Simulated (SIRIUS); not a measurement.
# HfIn4SiO6: changing the Hubbard U on Hf d

```cif
data_structure
_symmetry_space_group_name_H-M 'P1'
_symmetry_Int_Tables_number 1
_cell_length_a 5.6987
_cell_length_b 6.1487
_cell_length_c 7.3080
_cell_angle_alpha 98.488
_cell_angle_beta 111.851
_cell_angle_gamma 96.546
_cell_volume 231.05
loop_
_atom_site_label
_atom_site_type_symbol
_atom_site_symmetry_multiplicity
_atom_site_Wyckoff_symbol
_atom_site_fract_x
_atom_site_fract_y
_atom_site_fract_z
_atom_site_occupancy
Hf1 Hf 1 a 0.11793 0.01556 0.13292 1
In1 In 1 a 0.38842 0.99901 0.72891 1
In2 In 1 a 0.75865 0.00842 0.49586 1
In3 In 1 a 0.23461 0.48841 0.53300 1
In4 In 1 a 0.59649 0.48211 0.20528 1
Si1 Si 1 a 0.86778 0.44029 0.85544 1
O1 O 1 a 0.55316 0.38738 0.79290 1
O2 O 1 a 0.93454 0.38483 0.65596 1
O3 O 1 a 0.98414 0.26218 0.00347 1
O4 O 1 a 0.99083 0.69806 0.98452 1
O5 O 1 a 0.08665 0.06493 0.39374 1
O6 O 1 a 0.48680 0.10883 0.21799 1
```

The cell comes from a database or a generator and needn't be the stable form of this composition.

Kept alike: task single point; functional LDA; k mesh 2 × 2 × 2; occupations fermi-dirac, width 0.05 eV; no spin polarisation. Program: SIRIUS, PseudoDojo 0.4.1 PBE standard (scalar relativistic), cutoff 1152 eV. The mesh is that of the run's cell of 12 atoms. No spin-orbit coupling.

| run | band gap (eV) | pressure (GPa) |
| --- | --- | --- |
| A | 1.183 | -3.95 |
| B | 1.155 | -4.99 |
| C | 1.173 | -4.34 |
| D | 1.194 | -3.51 |
| E | 1.164 | -4.68 |

The k mesh is coarse, so the values aren't converged. Pressure is positive in compression; the values hold the error of the finite cutoff, so their zero can differ a little from the energy's minimum. U acts here on a shell without spin polarisation. How U acts hangs on the program's projectors. A gap read on the mesh alone can miss an edge between its points. All rows use potentials made for PBE.

The runs differ in the Hubbard U on Hf d alone: 0; 2; 4; 6; 8 eV. Which run is which?

Run A is 6 eV; run B is 0 eV; run C is 4 eV; run D is 8 eV; run E is 2 eV. The band gap rises from 1.155 to 1.194 eV between 0 and 8 eV. U pushes filled shell states down and empty ones up. The mean slope is +0.00 eV per eV of U. The pressure rises from -4.99 to -3.51 GPa between 0 and 8 eV. U localises the shell and weakens its bonds, so the cell pushes outwards.
